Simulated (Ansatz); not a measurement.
Input and command of a plane-wave DFT calculation in Ansatz:

```yaml
crystal:
  lattice:
    - [2.80476761, 2.80476761, 5.60953522]
    - [-2.80476761, -2.80476761, 5.60953522]
    - [8.41430283, -5.60953522, 2.80476761]
  atoms:
    - { symbol: Si, position: [0.7957816089, 0.9982116707, 0.4043734895] }
    - { symbol: Cu, position: [0.4021283769, 0.9986680579, 0.1996439453] }
    - { symbol: Cu, position: [0.6993882214, 0.4994902961, 0.5982386277] }
    - { symbol: Zn, position: [0.1979061849, 0.0046827836, 0.5982151965] }
    - { symbol: Zn, position: [0.1042252323, 0.4995062787, 0.7999468689] }
    - { symbol: Zn, position: [0.6016408266, 0.0016709665, 0.7983166066] }
    - { symbol: Zn, position: [0.9969737339, 5.82107e-05, 0.999223078] }
    - { symbol: Zn, position: [0.2976186396, 0.5061076333, 0.4019238449] }
    - { symbol: Zn, position: [0.5023471742, 0.5028551927, 0.9973026608] }
    - { symbol: Zn, position: [0.8962224742, 0.5029980333, 0.2028639112] }
    - { symbol: Se, position: [0.5727627135, 0.8801062169, 0.6019612799] }
    - { symbol: Se, position: [0.4791827515, 0.3669962038, 0.8011621977] }
    - { symbol: Se, position: [0.9798300472, 0.8712982229, 0.8005197446] }
    - { symbol: Se, position: [0.3735603608, 0.8690493645, 0.9985397811] }
    - { symbol: Se, position: [0.7697463434, 0.8740083564, 0.2009579657] }
    - { symbol: Se, position: [0.6761927778, 0.3733730873, 0.3986003385] }
    - { symbol: Se, position: [0.174083925, 0.8788323248, 0.4026528907] }
    - { symbol: Se, position: [0.0752965348, 0.3771936818, 0.6006657794] }
    - { symbol: Se, position: [0.87552513, 0.3730989524, 0.9975785474] }
    - { symbol: Se, position: [0.2770095344, 0.3739537287, 0.2009358139] }
  symmetry: { detect: false }
basis:
  ecutwfc: 420
kpoints:
  mp_grid: { grid: [2, 2, 2], shift: [0.5, 0.5, 0.5] }
hamiltonian:
  xc: pbe
scf:
  occupations: { method: gaussian, width: 0.1 }
  lower_state_search: "off"
output:
  forces: true
  stress: true
  eigenvalues: true
relax:
  adjacent_minimum: "off"
  f_tol: 0.04
  max_steps: 50
  cell: { stress_tol: 0.3 }
```

```bash
ansatz run input.yaml --threads 4 --pin off --max-ram 9216MiB --backend cpu --events-out ev --progress --plain --runs-dir out
```

Processor: Arm Neoverse V1, 4 threads, on a host shared with other jobs.

Estimate time, memory and problem size.

About 2.1 min on 4 threads of Arm Neoverse V1, with other jobs on the host, peak memory 1.8 GiB. It solves 172 bands at 4 k points (the mesh reduced by symmetry) with about 9013 plane waves (on the last cell), in 61 SCF iterations over 6 ionic steps.
